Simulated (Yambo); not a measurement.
A G0W0@PBEsol run in Yambo for VAg3O4 (space group I-42m, No. 121) (4×4×4 Γ-centred k mesh, bands 14 to 155 and a 6 Ry block in the screening, 155 bands in G with the Bruneval-Gonze terminator, plasmon pole fitted at 27.2 eV) gives these matrix elements, in eV, at the band edges ((0.25, -0.25, 0.25) → Γ):

```tsv
state	E0	<Vxc>	<Σx>	<Σc(E0)>	Z
valence edge	0.000	-23.407	-28.742	4.705	0.777
conduction edge	0.403	-12.057	-8.019	-3.430	0.820
```

Problem. Solve the linearised quasiparticle equation for both states, give the gap, and say how exchange and correlation each act on it.

Solution. E = E0 + Z(Σx + Σc − Vxc). Valence: 0.000 + 0.777 × (-28.742 + (4.705) − (-23.407)) = -0.49 eV. Conduction: 0.403 + 0.820 × (-8.019 + (-3.430) − (-12.057)) = 0.90 eV. The gap is 1.39 eV, against 0.40 eV in PBEsol. Replacing Vxc by bare exchange alone would open it by 9.37 eV; correlation takes back 8.14 eV of that, and Z scales what is left. Convergence of the G0W0 settings was not tested. Spin-orbit splittings are left out. The 3d shell has no Hubbard U; the runs are without spin polarisation, and magnetic order was not tried.

Geometry of the Materials Project entry, not relaxed at this level; primitive cell a = b = c = 6.021 Å, α = β = 131.34°, γ = 71.27°.
